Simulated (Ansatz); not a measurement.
## BaNaVH$_{3}$ in Ansatz, relaxation

Input:

```yaml
crystal:
  lattice:
    - [3.0613399, 5.30239524, 0.0]
    - [-3.0613399, 5.30239524, 0.0]
    - [0.0, 0.0, 6.13584108]
  atoms:
    - { symbol: Ba, position: [0.6667, 0.6666, 0.25] }
    - { symbol: Ba, position: [0.3334, 0.3333, 0.75] }
    - { symbol: V, position: [0.3333, 0.3334, 0.25] }
    - { symbol: V, position: [0.6666, 0.6667, 0.75] }
    - { symbol: Na, position: [0.0, 0.0, 0.0] }
    - { symbol: Na, position: [0.0, 0.0, 0.5] }
    - { symbol: H, position: [0.1563, 0.1562, 0.25] }
    - { symbol: H, position: [0.8438, 0.3125, 0.75] }
    - { symbol: H, position: [0.6875, 0.1563, 0.25] }
    - { symbol: H, position: [0.8437, 0.8438, 0.75] }
    - { symbol: H, position: [0.1562, 0.6875, 0.25] }
    - { symbol: H, position: [0.3125, 0.8437, 0.75] }
  symmetry: { tolerance: 0.0003 }
kpoints:
  mp_grid: { grid: [6, 6, 6], shift: [0, 0, 0] }
magnetization:
  spin_polarized: false
scf:
  occupations: { method: fermi_dirac }
  lower_state_search: "off"
hamiltonian:
  pseudopotentials: { kind: paw }
  xc: r2scan
basis:
  ecutwfc: 500
  fft_grid_basis: typed
relax:
  max_steps: 40
  cell: { p_target: 0.0 }
output:
  forces: true
  stress: true
  eigenvalues: true
  bader: false
  populations: true
  elf: true
  write_potential: true
  volumetric_format: npy
  dos:
    e_range: [-12, 8]
    de: 0.05
    projected: { site_lists: { Ba: [Ba], H: [H], Na: [Na], V: [V] } }
  write_density: true
checkpoint:
  read: saved_state
```

Run with:

```bash
ansatz run input.yaml --threads 2 --pin off --max-ram 3584MiB --backend cpu --events-out ev --progress --plain --runs-dir out
```

Origin of the cell: a known structure type with other elements, at an estimated volume, so it need not be a known compound.

The smearing width isn't typed, so it takes its default of 0.1 eV.

The saved state is a converged single point of the same cell.

Excerpt of the output:

```
SCF iter   1: F=-20833.475821 eV  HF=-20833.463744 eV  Δρ=1.29e-3  dr2=2.56e-3  dr2_τ=1.76e-3
SCF iter   2: F=-20833.476622 eV  HF=-20833.477326 eV  Δρ=1.26e-3  dr2=2.59e-3  dr2_τ=2.01e-4
SCF iter   3: F=-20833.477876 eV  HF=-20833.477716 eV  Δρ=7.32e-4  dr2=9.27e-4  dr2_τ=6.46e-5
SCF iter   4: F=-20833.478318 eV  HF=-20833.478206 eV  Δρ=4.55e-4  dr2=3.03e-4  dr2_τ=1.73e-5
SCF iter   5: F=-20833.478485 eV  HF=-20833.478477 eV  Δρ=1.40e-4  dr2=3.60e-5  dr2_τ=1.35e-6
SCF iter   6: F=-20833.478431 eV  HF=-20833.478430 eV  Δρ=4.37e-5  dr2=4.34e-6  dr2_τ=1.99e-7
SCF iter   7: F=-20833.478433 eV  HF=-20833.478433 eV  Δρ=1.27e-5  dr2=4.18e-7  dr2_τ=2.31e-8
SCF iter   8: F=-20833.478433 eV  HF=-20833.478433 eV  Δρ=4.07e-6  dr2=3.85e-8  dr2_τ=1.33e-9
relax step   1: F+E_penalty+E_count = -20833.478433 eV  Δ(F+E_penalty+E_count) = +0.000e0 eV  max|allowed force component| = 8.409e-1 eV/Å  Δτ_max = 0.0000 Å  P = -2.761 GPa  Ω = 199.199 Å³ […]
relax step   2: F+E_penalty+E_count = -20833.734731 eV  Δ(F+E_penalty+E_count) = -2.563e-1 eV  max|allowed force component| = 7.138e-1 eV/Å  Δτ_max = 0.1476 Å  P = +1.373 GPa  Ω = 190.616 Å³ […]
relax step   3: F+E_penalty+E_count = -20833.880565 eV  Δ(F+E_penalty+E_count) = -1.458e-1 eV  max|allowed force component| = 1.140e-1 eV/Å  Δτ_max = 0.0939 Å  P = +0.087 GPa  Ω = 189.292 Å³ […]
relax step   4: F+E_penalty+E_count = -20833.886587 eV  Δ(F+E_penalty+E_count) = -6.022e-3 eV  max|allowed force component| = 1.433e-2 eV/Å  Δτ_max = 0.0134 Å  P = -0.015 GPa  Ω = 191.197 Å³ […]
relax step   5: F+E_penalty+E_count = -20833.887026 eV  Δ(F+E_penalty+E_count) = -4.393e-4 eV  max|allowed force component| = 4.314e-3 eV/Å  Δτ_max = 0.0004 Å  P = +0.025 GPa  Ω = 191.319 Å³ […]
relax step   6: F+E_penalty+E_count = -20833.886112 eV  Δ(F+E_penalty+E_count) = +9.145e-4 eV  max|allowed force component| = 4.212e-3 eV/Å  Δτ_max = 0.0000 Å  P = +0.021 GPa  Ω = 191.319 Å³  stress off target by 5.14e-2 GPa […]
relax step   7: F+E_penalty+E_count = -20833.886137 eV  Δ(F+E_penalty+E_count) = -2.534e-5 eV  max|allowed force component| = 8.414e-4 eV/Å  Δτ_max = 0.0009 Å  P = +0.002 GPa  Ω = 191.475 Å³ […]
relax step   8: F+E_penalty+E_count = -20833.886163 eV  Δ(F+E_penalty+E_count) = -2.646e-5 eV  max|allowed force component| = 8.433e-4 eV/Å  Δτ_max = 0.0000 Å  P = +0.002 GPa  Ω = 191.475 Å³  stress off target by 2.69e-3 GPa […]
SCF 8 converged in 6 iterations: F = -20833.886163 eV  dr2 = 2.71e-11
basis re-selected at this cell: Δ(F+E_penalty+E_count) = -2.646e-5 eV, ΔP = +0.000 GPa vs the last step (what re-selecting the basis moved, of the pressure what is left beyond the Pulay corre […]
SCF converged after 6 iterations
Free energy (F): -20833.886163 eV
Harris-Foulkes:  -20833.886163 eV  (|F-HF|=1.09e-11)
Internal energy: -20833.458271 eV  (E = F + TS)
E sigma→0 (E₀):  -20833.672217 eV
Entropy (-TS):   -0.427892 eV (-35.658 meV/atom)
Fermi energy:    7.443985 eV
--- Per-component energies (eV) ---
  E_band       = -1090.753485
  E_kinetic    = 1332.414584
  E_local      = -6253.602726  (includes V_loc(G=0)·N_el)
  E_nonlocal   = 270.378705
  E_hartree    = 2474.026338
  E_xc         = -691.156809
  E_vxc        = -843.818330  (∫ρ·V_xc dr)
  E_paw        = -13288.586739  (= ΣΔE_a)
  E_vpaw       = -596.153891  (= ΣTr[D̂ρ^β])
  E_aug_tail   = -0.002276  (compensation charges beyond the density's cutoff)
  E_vtau       = 51.977885  (kinetic-family band-sum trace: ∫τ·v_τ [+ j·A + Jᵃ·Aᵃ] dr)
  E_ewald      = -4676.486084
  E_core_change = -0.443265  (= ΣΔE_core)
  E_smearing   = -0.427892  (= −TS)
  Σ components = -20833.886163   (vs F -20833.886163, Δ=0.00e0)
--- Forces (eV/Å), atoms counted from 1 ---
  atom   1  Ba     0.000000     0.000000    -0.000000
  atom   2  Ba     0.000000     0.000000     0.000000
  atom   3  V      0.000000    -0.000000     0.000000
  atom   4  V     -0.000000     0.000000    -0.000000
  atom   5  Na     0.000000     0.000000     0.000000
  atom   6  Na     0.000000     0.000000    -0.000000
  atom   7  H     -0.000000    -0.000843    -0.000000
  atom   8  H      0.000730    -0.000422     0.000000
  atom   9  H      0.000730     0.000422     0.000000
  atom  10  H     -0.000000     0.000843     0.000000
  atom  11  H     -0.000730     0.000422    -0.000000
  atom  12  H     -0.000730    -0.000422    -0.000000
  max |Σ_I F_I| component: 3.21e-17 eV/Å
--- Stress (GPa, compression-positive) ---
        0.001044       0.000000       0.000000
        0.000000       0.001044       0.000000
        0.000000       0.000000       0.002685
  P = ⅓ Tr σ = 0.0016 GPa (0.016 kbar)
--- Relaxed structure (6 steps of the walk, 6 accepted, 2 SCFs on fresh bases) ---
  F+E_penalty+E_count = -20833.886163 eV   max|allowed force component| = 8.433e-4 eV/Å   (the final SCF, on the basis selected at the relaxed cell)
  cell:  # Å, volume = 191.4753 Å³
    - [2.952866, 5.114514, -2.246e-19]
    - [-2.952866, 5.114514, -2.246e-19]
    - [0.0, -2.599e-19, 6.339203]
  atoms:
    - { symbol: Ba, position: [0.666667, 0.666667, 0.250000] }
    - { symbol: Ba, position: [0.333333, 0.333333, 0.750000] }
    - { symbol: V, position: [0.333333, 0.333333, 0.250000] }
    - { symbol: V, position: [0.666667, 0.666667, 0.750000] }
    - { symbol: Na, position: [-2.178e-19, -1.948e-18, 0.0] }
    - { symbol: Na, position: [-2.178e-19, -1.948e-18, 0.500000] }
    - { symbol: H, position: [0.162533, 0.162533, 0.250000] }
    - { symbol: H, position: [0.837467, 0.325066, 0.750000] }
    - { symbol: H, position: [0.674934, 0.162533, 0.250000] }
    - { symbol: H, position: [0.837467, 0.837467, 0.750000] }
    - { symbol: H, position: [0.162533, 0.674934, 0.250000] }
    - { symbol: H, position: [0.325066, 0.837467, 0.750000] }
--- Löwdin populations: 12 sites ---
  site symbol       q [e]
     0     Ba      8.6057
     1     Ba      8.6057
     2      V     12.8638
     3      V     12.8638
     4     Na      8.4555
     5     Na      8.4555
     6      H      1.4416
     7      H      1.4416
     8      H      1.4416
     9      H      1.4416
    10      H      1.4416
    11      H      1.4416
  spilling = 0.021434 (of n_electrons = 70.000000)
```

The starting structure.

Space group P6_3/mmc (No. 194); the run's cell has a = 6.123 Å, b = 6.123 Å, c = 6.136 Å, α = 90.00°, β = 90.00°, γ = 60.00°. Shortest distances: H–V 1.88 Å, H–Na 2.26 Å, H–H 2.87 Å, Ba–H 3.06 Å, Na–Na 3.07 Å, Ba–V 3.07 Å.

After:

Space group P6_3/mmc (No. 194); the run's cell has a = 5.906 Å, b = 5.906 Å, c = 6.339 Å, α = 90.00°, β = 90.00°, γ = 60.00°. Shortest distances: H–V 1.75 Å, H–Na 2.30 Å, H–H 2.88 Å, Ba–H 2.95 Å, Na–Na 3.17 Å, Ba–V 3.17 Å.

```
Free energy lowered by  : 34.0 meV/atom
Volume change           : -3.88 %
Final pressure          : 0.00 GPa
Relaxation steps listed : 8
Gap on the mesh         : none (metal)
```

Caveats: no spin polarisation, so a magnetic state may lie lower; the relaxation held the start's symmetry, so the end may be a saddle point.

The run took 3.2 min on 2 threads of Arm Neoverse V1, with other jobs on the host, peak memory 1.1 GiB, from a saved density.
